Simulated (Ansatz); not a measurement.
Na (bcc, W type)

```
CELL_PARAMETERS angstrom
     -4.19680     4.19680     4.19680
      2.09840    -2.09840     2.09840
      2.09840     2.09840    -2.09840
ATOMIC_POSITIONS crystal
  Na 0.00000 0.00000 0.00000
  Na 0.50000 0.00000 0.00000
```

A phonon eigenvector at N = (0.5, 0.0, 0.0) is frozen into this cell: atom i moves by Q times the vector below, so Q is the largest atomic displacement, in Å. The cell is held. (q is in reciprocal vectors of the primitive cell; the cell shown is doubled to hold the pattern.)

```tsv
atom	x	y	z
Na1	0.000	-0.707	-0.707
Na2	0.000	0.707	0.707
```

The numbers are results of PBE (plane waves to 420 eV, PAW, scalar-relativistic; Ansatz, a first-principles code), not measurements. k mesh 8×16×16 (Γ-centred), Fermi-Dirac smearing 0.05 eV. E stands for the smeared free energy. With partly filled bands, energies and forces of such displacements shift with the k mesh and the smearing. Na was relaxed with its symmetry unable to fall. The PAW data are Ansatz's earlier set. ΔE is measured from the undisplaced structure. The last digit holds for this mesh only.

```
Q (Å)    ΔE (meV/cell)
-------  -------------
-0.1000          14.01
-0.0833       withheld
-0.0667           6.18
-0.0500           3.47
-0.0333           1.54
-0.0167           0.38
0.0000            0.00
0.0167            0.38
0.0333            1.54
0.0500            3.47
0.0667            6.18
0.0833        withheld
0.1000           14.01
```

Q: Fit an even polynomial form (powers 2, 4) to the given rows and predict ΔE at Q = -0.0833.

A: Least squares on the 11 given rows: ΔE = (1382)·Q² + (1940)·Q⁴, in meV/cell with Q in Å; root-mean-square residual 0.005 meV/cell. At -0.0833 the fit gives 9.68 meV/cell; the calculation gives 9.69 meV/cell, so the interpolation is off by -0.01 (-0.1 %). The quadratic term alone would give 9.59 meV/cell.

(For displaced atoms, the force is minus the slope of the energy, and its curvature is a force constant, which sets phonon frequencies.)
